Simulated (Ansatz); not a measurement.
# Sc (omega (AlB2-type)): energy against volume

These are results of Ansatz 0.2.0, DFT, m-r2SCAN, plane waves (500 eV) with PAW, scalar-relativistic, not measurements. The PAW files were generated under PBE, with cores re-solved for the functional.

The cell is scaled uniformly from the relaxed one, with fractional coordinates and shape fixed. Energies are extrapolated to zero smearing, pressures are those at the given smearing. Magnetic state: ferromagnetic.

A Birch-Murnaghan fit gives V₀ = 24.72 Å³/atom, B₀ = 55 GPa, B₀′ = 2.9.

Question: What are the energy above the minimum and the pressure at 22.748 Å³/atom?

Answer: 29.6 meV/atom and 5.11 GPa as computed.

Question: What are the energy above the minimum and the pressure at 23.737 Å³/atom?

Answer: 7.0 meV/atom and 2.34 GPa as computed.

Question: What are the energy above the minimum and the pressure at 27.693 Å³/atom?

Answer: 52.6 meV/atom and -5.19 GPa as computed.

m-r²SCAN is r²SCAN on the gauge-invariant kinetic-energy density; without spin polarisation the two are equal.
